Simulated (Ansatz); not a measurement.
Geometry optimisation in Ansatz: input, command and trajectory.

```yaml
crystal:
  lattice:
    - [4.0499987506, 0.0, 0.0]
    - [-2.0249993753, 3.5074018033, 0.0]
    - [0.0, 0.0, 4.89]
  atoms:
    - { symbol: Ga, position: [0.0, 0.0, 0.0] }
    - { symbol: Ga, position: [0.3333333333, 0.6666666667, 0.625] }
    - { symbol: Ga, position: [0.6666666667, 0.3333333333, 0.375] }
    - { symbol: Ni, position: [0.3333333333, 0.6666666667, 0.138] }
    - { symbol: Ni, position: [0.6666666667, 0.3333333333, 0.862] }
basis:
  ecutwfc: 420
kpoints:
  mp_grid: { grid: [12, 12, 8] }
hamiltonian:
  xc: pbesol
scf:
  occupations: { method: gaussian, width: 0.1 }
output:
  forces: true
  stress: true
  eigenvalues: true
  write_density: true
  write_potential: true
  elf: true
  volumetric_format: npy
relax:
  adjacent_minimum: "off"
  f_tol: 0.01
  max_steps: 40
```

```bash
ansatz run input.yaml --threads 1 --pin off --max-ram 2560MiB --backend cpu --events-out ev --progress --plain --runs-dir out
```

Method: Ansatz, DFT PBEsol, scalar-relativistic, plane waves, PAW.

Of 5 frames 5 are shown, positions in Å and forces in eV/Å; the SCF threshold varies from step to step. Spin polarisation was left out; whether the Ni atoms would carry moments isn't shown by this run.

```xyz
5
Lattice="4.0500 0.0000 0.0000 -2.0250 3.5074 0.0000 0.0000 0.0000 4.8900" Properties=species:S:1:pos:R:3:forces:R:3 pbc="T T T" step=1 free_energy_over_end_meV_per_atom=11.71
Ga    0.0000    0.0000    0.0000    0.0000    0.0000    0.0000
Ga    0.0000    2.3383    3.0562    0.0000    0.0000    0.8179
Ga    2.0250    1.1691    1.8337    0.0000    0.0000   -0.8179
Ni    0.0000    2.3383    0.6748    0.0000    0.0000   -0.2082
Ni    2.0250    1.1691    4.2152    0.0000    0.0000    0.2082
5
Lattice="4.0500 0.0000 0.0000 -2.0250 3.5074 0.0000 0.0000 0.0000 4.8900" Properties=species:S:1:pos:R:3:forces:R:3 pbc="T T T" step=2 free_energy_over_end_meV_per_atom=2.85
Ga    0.0000    0.0000    0.0000    0.0000    0.0000    0.0000
Ga    0.0000    2.3383    3.0953    0.0000    0.0000    0.4093
Ga    2.0250    1.1691    1.7947    0.0000    0.0000   -0.4093
Ni    0.0000    2.3383    0.6855    0.0000    0.0000   -0.1402
Ni    2.0250    1.1691    4.2045    0.0000    0.0000    0.1402
5
Lattice="4.0500 0.0000 0.0000 -2.0250 3.5074 0.0000 0.0000 0.0000 4.8900" Properties=species:S:1:pos:R:3:forces:R:3 pbc="T T T" step=3 free_energy_over_end_meV_per_atom=0.01
Ga    0.0000    0.0000    0.0000    0.0000    0.0000    0.0000
Ga    0.0000    2.3383    3.1321    0.0000    0.0000   -0.0041
Ga    2.0250    1.1691    1.7579    0.0000    0.0000    0.0041
Ni    0.0000    2.3383    0.6897    0.0000    0.0000   -0.0181
Ni    2.0250    1.1691    4.2003    0.0000    0.0000    0.0181
5
Lattice="4.0500 0.0000 0.0000 -2.0250 3.5074 0.0000 0.0000 0.0000 4.8900" Properties=species:S:1:pos:R:3:forces:R:3 pbc="T T T" step=4 free_energy_over_end_meV_per_atom=0.01
Ga    0.0000    0.0000    0.0000    0.0000    0.0000    0.0000
Ga    0.0000    2.3383    3.1321    0.0000    0.0000   -0.0040
Ga    2.0250    1.1691    1.7579    0.0000    0.0000    0.0040
Ni    0.0000    2.3383    0.6897    0.0000    0.0000   -0.0178
Ni    2.0250    1.1691    4.2003    0.0000    0.0000    0.0178
5
Lattice="4.0500 0.0000 0.0000 -2.0250 3.5074 0.0000 0.0000 0.0000 4.8900" Properties=species:S:1:pos:R:3:forces:R:3 pbc="T T T" step=5 free_energy_over_end_meV_per_atom=0.00
Ga    0.0000    0.0000    0.0000    0.0000    0.0000    0.0000
Ga    0.0000    2.3383    3.1311    0.0000    0.0000    0.0008
Ga    2.0250    1.1691    1.7589    0.0000    0.0000   -0.0008
Ni    0.0000    2.3383    0.6881    0.0000    0.0000   -0.0054
Ni    2.0250    1.1691    4.2019    0.0000    0.0000    0.0054
```

Time: 3.4 min on 1 thread of Arm Neoverse N1 (shared host), peak memory 0.57 GiB.